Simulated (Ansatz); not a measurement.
Input:

NbAu₂:
```cif
data_Au2Nb
_chemical_formula_sum 'Au2 Nb1'
_space_group_name_H-M_alt 'P6/mmm'
_space_group_IT_number 191
_space_group_name_Hall '-P 6 2'
_cell_length_a 4.66432
_cell_length_b 4.66432
_cell_length_c 2.73882
_cell_angle_alpha 90.000
_cell_angle_beta 90.000
_cell_angle_gamma 120.000
loop_
_atom_site_label
_atom_site_type_symbol
_atom_site_symmetry_multiplicity
_atom_site_Wyckoff_symbol
_atom_site_fract_x
_atom_site_fract_y
_atom_site_fract_z
_atom_site_occupancy
Au1 Au 2 d 0.33333 0.66667 0.50000 1
Nb1 Nb 1 a 0.00000 0.00000 0.00000 1
```

This is the r²SCAN-relaxed structure.

### Question
All from plane-wave PAW r²SCAN (Ansatz code), unless another level is named. Give the density of states at the Fermi level.

### Answer
0.27 states/eV per atom (mean over ±0.08 eV).

### Question
Give the formation energy from the elements (no fitted shifts).

### Answer
-0.17 eV/atom.

### Question
Predict the gap with spin–orbit coupling.

### Answer
none (metallic).

The workflow started from an entry of the Crystallography Open Database (COD). Its standing as an ambient phase is unchecked. Symmetry was held in the r²SCAN relaxation; its stability against distortions is not shown here. The run is not spin-polarised. The references are the lowest solids computed at this level, not always the standard phases. Spin–orbit coupling is left out wherever it is not named.

Potentials: the later of the program's two PAW sets.
